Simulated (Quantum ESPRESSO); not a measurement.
# InGa3P4: convergence and cost over cutoff and k mesh

Simulated, not a measurement. The program is pw.x of Quantum ESPRESSO 7.5 (plane-wave density functional theory). The cell is made up: 8 atoms on a zincblende/diamond lattice, with randomly drawn elements, strain and displacements, not relaxed. PseudoDojo standard norm-conserving files (v0.5 for PBE, v0.4.1 for LDA and PBEsol) set the functional; there is no spin polarisation, spin-orbit coupling or dispersion term, and the masses in the input are unused placeholders.

Input of the run in row 2:

```
&control calculation='scf', pseudo_dir='./dojo.nc.sr.pbe.v0_5.standard.upf', outdir='./o', disk_io='medium', tprnfor=.true., tstress=.true. /
&system ibrav=0, nat=8, ntyp=3, nbnd=42, ecutwfc=79.96652505, nosym=.true., tot_charge=0,
 occupations='smearing', smearing='fd', degauss=0.0018374661
/
&electrons conv_thr=7.350e-09, electron_maxstep=60, /
ATOMIC_SPECIES
Ga 1.0 Ga.upf
In 1.0 In.upf
P 1.0 P.upf
CELL_PARAMETERS angstrom
5.4023 -0.0202 -0.0396
-0.0202 5.4067 -0.0265
-0.0396 -0.0265 5.5617
ATOMIC_POSITIONS angstrom
In -0.0135 0.0263 0.0692
Ga 0.0037 2.6502 2.8973
Ga 2.7095 0.0003 2.6873
Ga 2.6641 2.7979 -0.0012
P 1.3551 1.402 1.3409
P 1.2471 4.0866 4.0873
P 4.0389 1.3153 4.1371
P 3.9748 4.0268 1.3789
K_POINTS automatic
4 4 4 1 1 1
```

The same cell was run at these settings. Meshes are shifted by half a step, and differences are from the last row, which is itself not exact.

```
cutoff (eV)     k mesh  k points solved  threshold (eV)  free energy less the last row's (eV)  pressure (GPa)  largest stress difference (GPa)  largest force difference (eV/Å)  iterations  wall time (s)  k-point pools              processor
        762  2 x 2 x 2                4           1e-04                                 5.557          -34.60                            44.19                            0.031           6             28              1  AMD EPYC, Zen 5 class
       1088  4 x 4 x 4               32           1e-07                                 0.009            9.30                             0.02                            0.001          10            284              1  AMD EPYC, Zen 5 class
       1377  6 x 6 x 6              108           1e-07                                 0.000            9.32                             0.00                            0.000          10           2068              1  AMD EPYC, Zen 5 class
```

Each pool is one process. Wall times include start-up and a band step at six k points, which weighs most on the coarsest meshes. The runs were on shared virtual cores whose load varied, so times are rough.